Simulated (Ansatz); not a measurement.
## Where the states of Al2Au lie

```
Al Au
1.0
     0.00000    3.00000    3.00000
     3.00000    0.00000    3.00000
     3.00000    3.00000    0.00000
Al Au
2 1
Direct
  0.25000 0.25000 0.25000
  0.75000 0.75000 0.75000
  0.00000 0.00000 0.00000
```

The cell is COD entry 9008999, as deposited and not checked against the literature; nothing was relaxed.

Spin–orbit coupling is left out, though it moves levels of the heavy atoms by tenths of an eV or more.

Level of theory: Ansatz 0.2.0, DFT, PBE, all-electron LAPW, scalar-relativistic.

Settings: a Γ-centred 11×11×11 k mesh, Fermi–Dirac smearing of 0.05 eV, basis error target 0.5 meV/atom, no spin polarisation.

States per eV and cell, averaged over 0.6 eV, from -10.6 to 4.2 eV, with energies (bin centres) from the Fermi level; empty bins are left out. The partial columns, the largest 3 alone, are projections on Löwdin-orthogonalised atomic shells (those that the program's projection atoms carry: the occupied ones and, for some elements, an empty d or f shell; other empty shells have no column), summed over atoms of an element. Weights on diffuse s and p shells depend on that basis and aren't pure angular character.

| E (eV) | total | Au 5d | Al 3p | Al 3s |
| --- | --- | --- | --- | --- |
| -10.4 | 0.12 | 0.00 | 0.02 | 0.06 |
| -9.8 | 0.32 | 0.00 | 0.09 | 0.13 |
| -9.2 | 0.49 | 0.02 | 0.16 | 0.18 |
| -8.6 | 0.83 | 0.10 | 0.28 | 0.26 |
| -8.0 | 0.88 | 0.19 | 0.26 | 0.26 |
| -7.4 | 1.29 | 0.73 | 0.18 | 0.30 |
| -6.8 | 3.20 | 2.15 | 0.43 | 0.59 |
| -6.2 | 6.07 | 5.15 | 0.77 | 0.10 |
| -5.6 | 6.80 | 6.05 | 0.40 | 0.06 |
| -5.0 | 0.60 | 0.27 | 0.16 | 0.11 |
| -4.4 | 1.14 | 0.34 | 0.40 | 0.29 |
| -3.8 | 0.65 | 0.12 | 0.28 | 0.15 |
| -3.2 | 0.85 | 0.16 | 0.41 | 0.20 |
| -2.6 | 0.86 | 0.13 | 0.46 | 0.19 |
| -2.0 | 1.16 | 0.14 | 0.78 | 0.16 |
| -1.4 | 1.23 | 0.13 | 0.88 | 0.14 |
| -0.8 | 1.11 | 0.09 | 0.81 | 0.11 |
| -0.2 | 1.00 | 0.07 | 0.75 | 0.08 |
| 0.4 | 0.68 | 0.04 | 0.49 | 0.06 |
| 1.0 | 0.38 | 0.02 | 0.24 | 0.04 |
| 1.6 | 0.60 | 0.07 | 0.18 | 0.26 |
| 2.2 | 1.18 | 0.11 | 0.39 | 0.47 |
| 2.8 | 1.94 | 0.12 | 0.78 | 0.68 |
| 3.4 | 0.70 | 0.03 | 0.28 | 0.13 |
| 4.0 | 2.16 | 0.12 | 1.16 | 0.39 |

Q: Where is the centre of the filled Au 5d states between -14 eV and the top of the filled states?

A: -5.94 eV from the Fermi level.
